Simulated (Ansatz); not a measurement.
Frames from the relaxation of a relaxed Ni cell, doubled along one cell vector, shaken by Gaussian noise of σ = 0.08 Å a coordinate, as extended XYZ (Å, eV, eV/Å, GPa with compression positive). These are PBEsol (plane waves to 420 eV, PAW, scalar-relativistic; Ansatz, a quantum-chemistry and plane-wave program) values and carry that method's errors. Γ-centred k-mesh 8×15×4 on the run's cell (coarser than for final values), Fermi–Dirac smearing 0.05 eV.

```xyz
8
Lattice="4.8943 0.0000 0.0000 -1.2236 2.1193 0.0000 0.0000 0.0000 8.0193" Properties=species:S:1:pos:R:3:forces:R:3 pbc="T T T" step=1 free_energy=-46439.011 pressure=4.6 accepted=T
Ni    -0.0331    -0.0074     0.1829   -0.3202   -0.1246   -1.8510
Ni     2.4252    -0.0495     0.0859    0.3576    0.3175   -0.8770
Ni    -0.0735    -0.1744     3.9108    1.6661    1.8179    1.9028
Ni     2.4325     0.0281     4.0211   -1.0488   -1.3865    0.6062
Ni     0.0107     1.5063     1.9720    0.2692   -0.6132    1.2189
Ni     2.5051     1.3823     2.1480   -1.0251    0.0550   -2.0648
Ni     1.1175     0.6537     5.9816    0.5900    0.3346    0.4810
Ni     3.6516     0.7034     6.0102   -0.4887   -0.4007    0.5840
8
Lattice="4.8972 0.0001 -0.0032 -1.2243 2.1174 0.0001 -0.0052 -0.0025 8.0019" Properties=species:S:1:pos:R:3:forces:R:3 pbc="T T T" step=2 free_energy=-46439.420 pressure=2.6 accepted=T
Ni    -0.0346    -0.0146     0.1258   -0.1749   -0.0823   -1.1859
Ni     2.4256    -0.0445     0.0543    0.2166    0.2264   -0.4707
Ni    -0.0589    -0.1359     3.9481    0.9808    1.2103    1.0757
Ni     2.4238     0.0106     4.0257   -0.6477   -0.9158    0.3023
Ni     0.0024     1.4797     1.9745    0.1440   -0.4960    0.8778
Ni     2.4852     1.3847     2.1092   -0.6013    0.1146   -1.2225
Ni     1.1355     0.6579     5.9950    0.4316    0.2362    0.2891
Ni     3.6484     0.6938     6.0181   -0.3491   -0.2933    0.3342
8
Lattice="4.8951 -0.0045 -0.0039 -1.2257 2.1216 -0.0006 -0.0064 -0.0059 8.0264" Properties=species:S:1:pos:R:3:forces:R:3 pbc="T T T" step=3 free_energy=-46439.750 pressure=-0.4 accepted=T
Ni    -0.0201    -0.0286     0.0282   -0.0150    0.0349    0.0348
Ni     2.4253    -0.0240     0.0344    0.0049   -0.0261   -0.0390
Ni    -0.0365    -0.0274     4.0454    0.0318   -0.0036   -0.0031
Ni     2.4127    -0.0330     4.0411    0.0139    0.0168    0.0302
Ni    -0.0304     1.3914     2.0366   -0.0021   -0.0249   -0.0031
Ni     2.4191     1.3876     2.0388   -0.0095   -0.0032   -0.0299
Ni     1.1987     0.6754     6.0499   -0.0006    0.0171    0.0079
Ni     3.6463     0.6746     6.0473   -0.0234   -0.0110    0.0021
```

The path has 6 moves and ends in P6₃/mmc (No. 194) (AFLOW prototype A_hP4_194_ac (A3', as in La)), 0.09 eV/atom below its start. Free energies are of the whole cell and compare only within this code, potentials and settings. Spin-polarised start, with parallel moments on Ni. Spin state reached: ferromagnetic (net 0.63 μB/atom), from parallel starting moments; other spin orders were not run from this start.

The end of the path is a generated cell of Ni: the first start was made by placing the elements on the sites of a structure type, and the end was not matched to a known phase here, so it may be hypothetical. Known forms of Ni include space group No. 225.
